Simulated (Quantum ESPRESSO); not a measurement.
## Kohn-Sham bands of W (bcc (W type))

```
W
1.0
   -1.58516     1.58516     1.58516
    1.58516    -1.58516     1.58516
    1.58516     1.58516    -1.58516
W
1
Cartesian
  0.00000   0.00000   0.00000
```

Materials Project entry mp-91; symmetrised, unrelaxed at this level. This is the element's usual structure. Level: PBEsol, no spin polarisation, no spin-orbit coupling; pw.x of Quantum ESPRESSO at 60 Ry with PseudoDojo potentials, 12×12×12 k-points, Wannier90. Density: 18×18×18 mesh, cold smearing 0.01 Ry. Spin-orbit coupling is left out although heavy elements are present.

Q: List the Kohn-Sham levels between −8 and 3.0 eV relative to the Fermi level at the high-symmetry points, as a band run of pw.x on that density gives them (levels within 2 meV counted together).

A: 
```tsv
point	k (reciprocal lattice)	levels (eV)
Γ	0.000 0.000 0.000	-1.23 (×3), 2.22 (×2)
H	0.500 -0.500 0.500	-5.81 (×2)
N	0.000 0.000 0.500	-6.25, -3.55, 0.68, 2.11
P	0.250 0.250 0.250	-2.95 (×3)
```
